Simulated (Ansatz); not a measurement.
VGe:
```
CELL_PARAMETERS angstrom
      0.00000     2.51054     2.51054
      2.51054     0.00000     2.51054
      2.51054     2.51054     0.00000
ATOMIC_POSITIONS crystal
  Ge 0.00000 0.00000 0.00000
  V  0.50000 0.50000 0.50000
```
Starting moments (μB, in the order of the atoms Ge V): 0.0 0.2.

Relaxed with PBE. Special points in fractions of this cell's reciprocal vectors: Γ (0.000, 0.000, 0.000); X (0.500, 0.000, 0.500); U (0.625, 0.250, 0.625); K (0.375, 0.375, 0.750); L (0.500, 0.500, 0.500); W (0.500, 0.250, 0.750).

Q: List the band energies nearest the Fermi level at these points for DFT-PBE in the program Ansatz with PAW potentials.

A: In eV from the Fermi level; about four levels below and three above (degenerate sets whole), none deeper than 8.9 eV; points with the same levels are listed once.

```tsv
k	below	above
Γ ↑	-0.77 -0.77 -0.77 -0.36 -0.36	3.41 3.41 3.41
X ↑	-4.23 -2.09 -0.01 -0.01	0.17 0.74 0.74
U ↑	-3.89 -3.66 -1.68 -0.03	0.54 1.12 1.87
L ↑	-8.49 -5.78 -2.42 -2.42	0.41 0.41 1.17
W ↑	-8.15 -3.53 -3.53 -2.66	0.74 0.85 0.85
Γ ↓	-0.61 -0.61 -0.61 -0.24 -0.24	3.41 3.41 3.41
X ↓	-4.22 -1.97 -0.01 -0.01	0.29 0.93 0.93
U ↓	-8.24 -3.87 -3.62 -1.61	0.09 0.73 1.29
L ↓	-8.50 -5.74 -2.35 -2.35	0.58 0.58 1.34
W ↓	-8.14 -3.49 -3.49 -2.61	0.93 1.00 1.00
```

Space group Fm-3m (rock salt). A made-up cell: these elements were put on the sites of a structure type; neither database checked (COD, Materials Project) lists it. Its standing as an ambient phase is unchecked. The PBE relaxation kept the symmetry of its start; its stability against distortions is not shown here. The final state is ferromagnetic, the only order run, not a proven ground state. The cell computed holds one magnetic atom, so no antiferromagnetic order was within reach. Spin–orbit coupling is left out wherever it is not named.

Potentials: the later of the program's two PAW sets.
